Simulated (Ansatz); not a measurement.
**Mg5ZnN4: a run for the field gradients**

```yaml
crystal:
  lattice:
    - [12.77329366, 0.0, 0.0]
    - [0.0, 13.50654518, 0.0]
    - [0.0, 0.0, 9.79516469]
  atoms:
    - { symbol: Mg, position: [0.252585, 0.300864, 0.750617] }
    - { symbol: Mg, position: [0.252585, 0.699136, 0.750617] }
    - { symbol: Mg, position: [0.747415, 0.300864, 0.750617] }
    - { symbol: Mg, position: [0.747415, 0.699136, 0.750617] }
    - { symbol: Mg, position: [0.247415, 0.199136, 0.249383] }
    - { symbol: Mg, position: [0.247415, 0.800864, 0.249383] }
    - { symbol: Mg, position: [0.752585, 0.199136, 0.249383] }
    - { symbol: Mg, position: [0.752585, 0.800864, 0.249383] }
    - { symbol: Mg, position: [0.5, 0.5, 0.277571] }
    - { symbol: Mg, position: [0.0, 0.0, 0.722429] }
    - { symbol: Zn, position: [0.0, 0.5, 0.273314] }
    - { symbol: Zn, position: [0.5, 0.0, 0.726686] }
    - { symbol: "N", position: [0.748742, 0.5, 0.047074] }
    - { symbol: "N", position: [0.251258, 0.5, 0.047074] }
    - { symbol: "N", position: [0.751258, 0.0, 0.952926] }
    - { symbol: "N", position: [0.248742, 0.0, 0.952926] }
    - { symbol: "N", position: [0.5, 0.252021, 0.497361] }
    - { symbol: "N", position: [0.5, 0.747979, 0.497361] }
    - { symbol: "N", position: [0.0, 0.247979, 0.502639] }
    - { symbol: "N", position: [0.0, 0.752021, 0.502639] }
kpoints:
  mp_grid: { grid: [4, 4, 6] }
scf:
  occupations: { method: fermi_dirac, width: 0.02 }
  max_iter: 60
hamiltonian:
  xc: pbe
  pseudopotentials: { kind: paw }
output:
  forces: true
  stress: true
  populations: true
  efg:
    quadrupole_moments_barn: { Mg: 0.1994, Zn: 0.122, "N": 0.02044 }
    contact_densities: true
```

```sh
ansatz run input.yaml --threads 1 --pin off --max-ram 2560MiB --backend cpu --events-out ev --progress --plain --runs-dir out
```

Q: What happens when this input is run?

A: It stops for lack of memory under the cap. The input holds a lattice typed in bohr. The program says:

```
memory limit exceeded: the `scf loop` phase needs 3.14 GiB against the run's memory maximum of 2.50 GiB; largest carriers: wavefunctions 1.81 GiB, unmodelled-tail allowance 0.28 GiB, ion tables 0.23 GiB, eigensolver slots 0.21 GiB, projector tables 0.15 GiB …
```

Against a sound input the change was `crystal.lattice`: [[6.759336, 0.0, 0.0], [0.0, 7.147356, 0.0], [0.0, 0.0, 5.183378]] → [[12.77329366, 0.0, 0.0], [0.0, 13.50654518, 0.0], [0.0, 0.0, 9.79516469]]; `scf.max_iter`: not typed → 60.

With the sound settings the run converges and gives V_zz (10²¹ V/m²) Mg1 2.37 (η 0.89), Mg9 -0.55 (η 0.56), Zn -2.59 (η 0.85), N13 -2.56 (η 0.16), N17 1.35 (η 0.16); a site carries the number of its first atom in the input. With a gap of 0.8 eV on this mesh, small gradients can still move by 0.1 × 10²¹ V/m² or more as the k-mesh gets denser.
